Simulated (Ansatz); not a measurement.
# What DFT gives for ZrF$_{3}$

```yaml
crystal:
  lattice:
    - [5.14765, 0.00000, 0.00000]
    - [-2.57382, 4.45799, 0.00000]
    - [-2.57382, 1.48600, 4.61627]
  atoms:
    - { symbol: Zr, position: [0.00000, 0.00000, 0.00000] }
    - { symbol: Zr, position: [0.50000, 0.50000, 0.50000] }
    - { symbol: F, position: [0.85230, 0.35230, 0.75000] }
    - { symbol: F, position: [0.64770, 0.75000, 0.75000] }
    - { symbol: F, position: [0.25000, 0.14770, 0.75000] }
    - { symbol: F, position: [0.14770, 0.64770, 0.25000] }
    - { symbol: F, position: [0.35230, 0.25000, 0.25000] }
    - { symbol: F, position: [0.75000, 0.85230, 0.25000] }
```

Single point in Ansatz 0.2.0 with PBE, no spin polarisation. Cutoff 420 eV, PAW datasets, 8×8×8 Γ-centred k mesh, gaussian filling (width 0.0765 eV).

(1) Which element gives electrons and which takes them?

(2) Which atom feels the largest force, and which way?

(3) Metal or insulator?

(4) Describe some of the short contacts.

(5) What does the stress say?

(6) What is the formation energy?

Origin: a known structure type with other elements, at an estimated volume, so it need not be a known compound. Caveats: many states at the Fermi level without spin polarisation, so a magnetic state may lie lower; atoms or cell far from equilibrium.

## Answers

(1) Bader charges in e: Zr +2.28, F -0.76. In the mean Zr gives up most and F takes most.

(2) The largest is on F4 (and as large on other atoms): 1.42 eV/Å, components (-1.42, 0.00, 0.00). It makes 106° with the line to a nearest neighbour, Zr1 at 1.95 Å.

(3) It is a metal, with about 7.1 states/eV a cell as the mean within 0.25 eV of the Fermi level, mostly Zr d (90 %).

(4) Zr–F at 1.95 Å: least valence density 0.78 e/Å³ and ELF 0.15 there. Both are smooth PAW fields, read partly inside the augmentation spheres.

(5) The pressure is 42.5 GPa (compression positive), so with the atoms held at these fractions the cell would first expand; the forces are large, so a full relaxation may end otherwise. The principal stresses 40.6, 40.6, 46.1 GPa differ, so its shape would change too.

(6) -2.87 eV an atom against the elements' usual phases (free molecules for gases, crystals otherwise, with no correction for O₂ or N₂), so it is bound against them; other compounds may still compete. Relaxing would lower it.
